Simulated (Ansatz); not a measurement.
Ansatz (a first-principles code) input:

Ansatz 0.2 input:
```yaml
crystal:
  lattice:
    - [2.8237968646, 1.6303198799, 4.5766569918]
    - [-2.8237968646, 1.6303198799, 4.5766569918]
    - [0.0, -3.2606397599, 4.5766569918]
  atoms:
    - { symbol: La, position: [0.5368000426, 0.5368000426, 0.5368000426] }
    - { symbol: La, position: [0.0368000426, 0.0368000426, 0.0368000426] }
    - { symbol: W, position: [0.7854672642, 0.7854672642, 0.7854672642] }
    - { symbol: W, position: [0.2854672642, 0.2854672642, 0.2854672642] }
    - { symbol: N, position: [0.0003897002, 0.1032560082, 0.5557769849] }
    - { symbol: N, position: [0.5557769849, 0.0003897002, 0.1032560082] }
    - { symbol: N, position: [0.1032560082, 0.5557769849, 0.0003897002] }
    - { symbol: N, position: [0.0557769849, 0.6032560082, 0.5003897002] }
    - { symbol: N, position: [0.6032560082, 0.5003897002, 0.0557769849] }
    - { symbol: N, position: [0.5003897002, 0.0557769849, 0.6032560082] }
kpoints:
  mp_grid: { grid: [5, 5, 5] }
basis: { xc_grid: 2 }
hamiltonian:
  xc: pbesol
  pseudopotentials: { kind: paw }
scf:
  occupations: { method: fixed }
output:
  optics: { e_range: [0.0, 15.0], de: 0.05, sigma: 0.1, bands: { spectra_wanted_up_to: 12 eV } }
```

Output (shortened):

```
output.optics: the spectra are integrated over the Brillouin zone by k·p interpolation around the k-points, where levels, occupations, output.optics.sigma and …
Pseudopotential: La, paw, valence charge 11
Pseudopotential: W, paw, valence charge 14
Pseudopotential: N, paw, valence charge 5
Functional definition: PBEsol
Crystal: 10 atoms, lattice volume = 126.417 Å³
Basis set: ecut = 420 eV, 2445 PW (Γ), exchange–correlation on 80×80×80 points (8 copies of the dense FFT grid, shifted against one another)
Bands: 50, of which v1, the nominal top of the filled ones, is band 40 counted from 1 (39 counted from 0)
Symmetry: 6 space group operations
Space group: R3c (ITA 161), of the structure as read, at distance tolerance 5.0e-5 Å
k-points: 19 of 125 (time reversal used)
SCF iter   1: F=—  HF=-35117.987230 eV  |F-HF|=—  |Δ(HF+E_count)|=         —  Δρ=1.00e-2  dr2=1.13e-1  ethr=1.77e-3  ⟨swp⟩=4.0  Hψ=3266  notcnv=0  defer=147
preconditioner: auto → Resta (q_TF=auto, 2.528 Å⁻¹)
SCF iter   2: F=—  HF=-35117.964660 eV  |F-HF|=—  |Δ(HF+E_count)|=   2.26e-2  Δρ=3.33e-3  dr2=1.56e-2  ethr=1.42e-4  ⟨swp⟩=2.5  Hψ=1606  notcnv=0  defer=151
SCF iter   3: F=—  HF=-35117.962389 eV  |F-HF|=—  |Δ(HF+E_count)|=   2.27e-3  Δρ=1.77e-3  dr2=3.38e-3  ethr=1.95e-5  ⟨swp⟩=3.0  Hψ=1273  notcnv=0  defer=152
SCF iter   4: F=—  HF=-35117.962173 eV  |F-HF|=—  |Δ(HF+E_count)|=   2.16e-4  Δρ=8.37e-4  dr2=8.74e-4  ethr=4.22e-6  ⟨swp⟩=3.0  Hψ=1515  notcnv=0  defer=151
SCF iter   5: F=—  HF=-35117.962087 eV  |F-HF|=—  |Δ(HF+E_count)|=   8.63e-5  Δρ=1.94e-4  dr2=5.52e-5  ethr=1.09e-6  ⟨swp⟩=2.0  Hψ=1209  notcnv=0  defer=152
SCF iter   6: F=—  HF=-35117.962085 eV  |F-HF|=—  |Δ(HF+E_count)|=   1.68e-6  Δρ=2.72e-5  dr2=1.32e-6  ethr=6.90e-8  ⟨swp⟩=2.0  Hψ=1236  notcnv=0  defer=147
SCF iter   7: F=—  HF=-35117.962082 eV  |F-HF|=—  |Δ(HF+E_count)|=   2.84e-6  Δρ=2.48e-6  dr2=6.05e-9  ethr=1.65e-9  ⟨swp⟩=2.0  Hψ=1566  notcnv=0  defer=130
SCF iter   8: F=—  HF=-35117.962082 eV  |F-HF|=—  |Δ(HF+E_count)|=   4.05e-9  Δρ=4.32e-7  dr2=1.82e-10  ethr=7.57e-12  ⟨swp⟩=2.0  Hψ=1611  notcnv=0  defer=130
SCF iter   9: F=-35117.962082 eV  HF=-35117.962082 eV  |F-HF|=1.46e-11  |Δ(HF+E_count)|=  8.73e-11  Δρ=6.71e-8  dr2=3.97e-12  ethr=1.00e-12  ⟨swp⟩=15.6  Hψ=4591  notcnv=0
SCF 1 converged in 9 iterations: F = -35117.962082 eV  dr2 = 3.97e-12
NSCF: frozen V_eff on 19 k-points
Optics k sum: 0 of 19 k-points
Optics k sum: 1 of 19 k-points
Optics k sum: 2 of 19 k-points
Optics k sum: 3 of 19 k-points
Optics k sum: 4 of 19 k-points
Optics k sum: 5 of 19 k-points
Optics k sum: 6 of 19 k-points
Optics k sum: 7 of 19 k-points
Optics k sum: 8 of 19 k-points
Optics k sum: 9 of 19 k-points
Optics k sum: 10 of 19 k-points
Optics k sum: 11 of 19 k-points
Optics k sum: 12 of 19 k-points
Optics k sum: 13 of 19 k-points
Optics k sum: 14 of 19 k-points
Optics k sum: 15 of 19 k-points
Optics k sum: 16 of 19 k-points
Optics k sum: 17 of 19 k-points
Optics k sum: 18 of 19 k-points
Optics k sum: 19 of 19 k-points
Optics k sum: 0 of 19 k-points
Optics k sum: 1 of 19 k-points
Optics k sum: 2 of 19 k-points
Optics k sum: 3 of 19 k-points
Optics k sum: 4 of 19 k-points
Optics k sum: 5 of 19 k-points
Optics k sum: 6 of 19 k-points
Optics k sum: 7 of 19 k-points
Optics k sum: 8 of 19 k-points
Optics k sum: 9 of 19 k-points
Optics k sum: 10 of 19 k-points
Optics k sum: 11 of 19 k-points
Optics k sum: 12 of 19 k-points
Optics k sum: 13 of 19 k-points
Optics k sum: 14 of 19 k-points
Optics k sum: 15 of 19 k-points
Optics k sum: 16 of 19 k-points
Optics k sum: 17 of 19 k-points
Optics k sum: 18 of 19 k-points
Optics k sum: 19 of 19 k-points
NSCF: frozen V_eff on 19 k-points
Optics k sum: 0 of 19 k-points
Optics k sum: 1 of 19 k-points
Optics k sum: 2 of 19 k-points
Optics k sum: 3 of 19 k-points
Optics k sum: 4 of 19 k-points
Optics k sum: 5 of 19 k-points
Optics k sum: 6 of 19 k-points
Optics k sum: 7 of 19 k-points
Optics k sum: 8 of 19 k-points
Optics k sum: 9 of 19 k-points
Optics k sum: 10 of 19 k-points
Optics k sum: 11 of 19 k-points
Optics k sum: 12 of 19 k-points
Optics k sum: 13 of 19 k-points
Optics k sum: 14 of 19 k-points
Optics k sum: 15 of 19 k-points
Optics k sum: 16 of 19 k-points
Optics k sum: 17 of 19 k-points
Optics k sum: 18 of 19 k-points
Optics k sum: 19 of 19 k-points
Optics k sum: 0 of 19 k-points
Optics k sum: 1 of 19 k-points
Optics k sum: 2 of 19 k-points
Optics k sum: 3 of 19 k-points
Optics k sum: 4 of 19 k-points
Optics k sum: 5 of 19 k-points
Optics k sum: 6 of 19 k-points
Optics k sum: 7 of 19 k-points
Optics k sum: 8 of 19 k-points
Optics k sum: 9 of 19 k-points
Optics k sum: 10 of 19 k-points
Optics k sum: 11 of 19 k-points
Optics k sum: 12 of 19 k-points
Optics k sum: 13 of 19 k-points
Optics k sum: 14 of 19 k-points
Optics k sum: 15 of 19 k-points
Optics k sum: 16 of 19 k-points
Optics k sum: 17 of 19 k-points
Optics k sum: 18 of 19 k-points
Optics k sum: 19 of 19 k-points
NSCF: frozen V_eff on 1 k-points
NSCF: frozen V_eff on 1 k-points
NSCF: frozen V_eff on 1 k-points
NSCF: frozen V_eff on 1 k-points
NSCF: frozen V_eff on 1 k-points
NSCF: frozen V_eff on 1 k-points
output.optics: what the bands over the 85 summed would add to eps1, eps2 and the energy-loss function is held between a lower and an upper bound (13 Lanczos …
SCF converged after 9 iterations
Free energy (F): -35117.962082 eV
Harris-Foulkes:  -35117.962082 eV  (|F-HF|=1.46e-11)
Internal energy: -35117.962082 eV  (E = F + TS)
E sigma→0 (E₀):  -35117.962082 eV
Fermi energy:    14.344507 eV
--- Per-component energies (eV) ---
  E_band       = -186.699572
  E_kinetic    = 2065.199383
  E_local      = -3296.776119  (includes V_loc(G=0)·N_el)
  E_nonlocal   = 473.279705
  E_hartree    = 1149.667670
  E_xc         = -1165.885710
  E_vxc        = -1229.753470  (∫ρ·V_xc dr)
  E_paw        = -28263.414395  (= ΣΔE_a)
  E_vpaw       = -497.984871  (= ΣTr[D̂ρ^β])
  E_aug_tail   = 0.000464  (compensation charges beyond the density's cutoff)
  E_ewald      = -6080.984275
  E_core_change = 0.951196  (= ΣΔE_core)
  E_smearing   =  0.000000  (= −TS)
  E_closure    =  0.000000  (closes the sum)
  Σ components = -35117.962082   (vs F -35117.962082, Δ=0.00e0)
  [band-id]    e_kinetic+e_local+e_nonlocal+2·e_hartree+e_vxc+e_vpaw+e_augmentation_tail = -186.699569   (vs E_band -186.699572, Δ=3.21e-6)
--- Band table (eV; the first three rows and the last of 19) ---
  k-point 0: bands = ["-59.9890", "-59.9884", "-24.3342", "-24.3342", "-24.3084", "-24.3084", "-24.3074", "-24.2824", "-16.7455", "-16.6069", "-1.3063", "-1.3063", "-1.0968", "-0.8259", "-0.5963", "-0.5963", "-0.1982", "1.1207", "1.1207", "1.8588", "1.9036", …
  k-point 1: bands = ["-59.9889", "-59.9884", "-24.3320", "-24.3318", "-24.3112", "-24.3109", "-24.3051", "-24.2849", "-16.7296", "-16.6192", "-1.4148", "-1.3738", "-1.2447", "-1.0546", "-0.7465", "-0.5823", "0.4846", "1.2444", "1.2735", "1.7046", "1.9003", …
  k-point 2: bands = ["-59.9888", "-59.9886", "-24.3260", "-24.3254", "-24.3181", "-24.3174", "-24.2989", "-24.2912", "-16.6921", "-16.6510", "-1.6795", "-1.5693", "-1.1875", "-1.0789", "-0.8735", "-0.7707", "1.3194", "1.4134", "1.5631", "1.7290", "1.8721", …
  k-point 18: bands = ["-59.9887", "-59.9887", "-24.3308", "-24.3267", "-24.3180", "-24.3162", "-24.2942", "-24.2916", "-16.6748", "-16.6658", "-1.8829", "-1.7120", "-1.3246", "-0.9516", "-0.8607", "-0.5787", "1.1905", "1.3488", "1.6847", "1.8282", "2.1400", …
```

Cost: very roughly 10 core-minutes on shared cores.

The workflow started from a Materials Project entry (that database holds measured and hypothetical structures alike); the Crystallography Open Database copy checked does not list it. Whether it is the stable phase at ambient conditions was not checked. Symmetry was held in the PBEsol relaxation; phonons on a q-mesh show no instability. The run is not spin-polarised. Scalar-relativistic: spin–orbit coupling is off unless named, which matters more the heavier the elements.

Potentials: the later of the program's two PAW sets.

Ansatz is a plane-wave DFT program.
